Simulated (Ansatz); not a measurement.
An elastic tensor (GPa, Voigt order, standard axes) from DFT-r²SCAN in the program Ansatz with PAW potentials:

```
      1      2    3      4     5     6
-  ----  -----  ---  -----  ----  ----
1   500    163  119   21.7   0.0   0.0
2   163    500  119  -21.7   0.0   0.0
3   119    119  505    0.0   0.0   0.0
4  21.7  -21.7  0.0    150   0.0   0.0
5   0.0    0.0  0.0    0.0   150  21.7
6   0.0    0.0  0.0    0.0  21.7   168
```

Which compound is it?
A. Al2O3, corundum
B. MgZn2O3, P-3m1 (Mg on 1a, Zn on 2d, O on 2d, O on 1b)
C. Si, R-3m (Pearson symbol hR10)
D. Si, R-3m (Si on 6c, Si on 6c, Si on 6c)

A, Al2O3, corundum

Space group R-3c (corundum). Symmetry was held in the r²SCAN relaxation; phonons on a q-mesh show no instability.

Potentials: the later of the program's two PAW sets.
